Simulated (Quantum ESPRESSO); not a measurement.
In2GaAlP4, a curve over strain

Computed values, not a measurement. The program is pw.x of Quantum ESPRESSO 7.5 (plane-wave density functional theory). The cell is made up: 8 atoms on a zincblende/diamond lattice, with randomly drawn elements, strain and displacements, not relaxed. PseudoDojo standard norm-conserving files (v0.5 for PBE, v0.4.1 for LDA and PBEsol) set the functional; there is no spin polarisation, spin-orbit coupling or dispersion term, and the masses in the input are unused placeholders.

Seven runs add a strain to one cell (the same along x and y); the atoms follow the cell and are not relaxed. Stress in the table is positive in tension.

Input of the run at -0.0001:

```
&control calculation='scf', pseudo_dir='./dojo.nc.sr.pbe.v0_5.standard.upf', outdir='./o', disk_io='medium', tprnfor=.true., tstress=.true. /
&system ibrav=0, nat=8, ntyp=4, nbnd=37, ecutwfc=79.96652505, nosym=.true., tot_charge=0,
 occupations='smearing', smearing='fd', degauss=0.0018374661
/
&electrons conv_thr=7.350e-09, electron_maxstep=60, /
ATOMIC_SPECIES
Al 1.0 Al.upf
Ga 1.0 Ga.upf
In 1.0 In.upf
P 1.0 P.upf
CELL_PARAMETERS angstrom
5.8174 -0.0539 0.038
-0.0539 5.8331 -0.079
0.038 -0.079 5.8118
ATOMIC_POSITIONS angstrom
In -0.0006 0.0383 0.1147
Ga 0.0915 2.7754 2.9562
In 2.9048 -0.0266 2.8455
Al 2.6432 2.8163 0.0164
P 1.3179 1.4123 1.3681
P 1.4141 4.2262 4.1915
P 4.3827 1.2223 4.4602
P 4.3646 4.362 1.6052
K_POINTS automatic
4 4 4 1 1 1
```

| added strain | free energy less that of the input shown (eV) | stress xx (GPa) | stress yy (GPa) | stress zz (GPa) | stress xy (GPa) | pressure (GPa) | iterations |
| --- | --- | --- | --- | --- | --- | --- | --- |
| -0.0243 | 0.1033 | -3.82 | -3.66 | -2.36 | -2.83 | 3.28 | 11 |
| -0.0184 | 0.0572 | -2.80 | -2.64 | -1.66 | -2.71 | 2.37 | 11 |
| -0.0124 | 0.0247 | -1.83 | -1.67 | -0.99 | -2.59 | 1.50 | 11 |
| -0.0001 | 0.0000 | 0.01 | 0.17 | 0.24 | -2.36 | -0.14 | 11 |
| +0.0047 | 0.0051 | 0.68 | 0.84 | 0.67 | -2.27 | -0.73 | 11 |
| +0.0181 | 0.0589 | 2.38 | 2.54 | 1.75 | -2.04 | -2.22 | 11 |
| +0.0239 | 0.0995 | 3.05 | 3.21 | 2.17 | -1.95 | -2.81 | 11 |

A cubic fit gives a slope of stress xx against the added strain of 141 GPa at zero added strain, with the atoms clamped. Across the table the free energy follows the integral of the stress to within 1.4 meV. A rerun of one of the cells at 1377 eV and a 6 x 6 x 6 mesh moved values by no more than 0.008 eV in energy, 0.02 GPa in stress and 0.002 eV/Å in force.